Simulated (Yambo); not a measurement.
A BSE run in Yambo for Rb₂SiF₆ (space group Fm-3m, No. 225) (PBEsol bands; 4×4×4 mesh, 17 valence and 7 conduction bands, static screening with 85 bands and a 3 Ry block, scissor 4.14 eV, Tamm-Dancoff; field along x) gives:

```
state  energy (eV)  states within 2 meV  relative strength   class
-----  -----------  -------------------  -----------------  ------
1             9.86                    3             < 0.01    dark
2            10.56                    6               1.00  strong
3            10.82                    3             < 0.01    dark
4            11.10                    1             < 0.01    dark
5            11.12                    2             < 0.01    dark
```

Q: What changes when the window shrinks to 14 valence and 3 conduction bands?

A: The lowest state goes from 9.864 eV to 10.051 eV, and its distance below the direct gap from 1.666 eV to 1.479 eV. These are vertical excitations (zero momentum). The scissor comes from a G0W0 run whose convergence isn't established.

Geometry of the Materials Project entry, not relaxed at this level; primitive cell a = 5.9067 Å, b = 5.9067 Å, c = 5.9067 Å, α = 60.00°, β = 60.00°, γ = 60.00°.

The structure is a Materials Project entry; no match was found in the copy of COD used, and its stability was not checked.
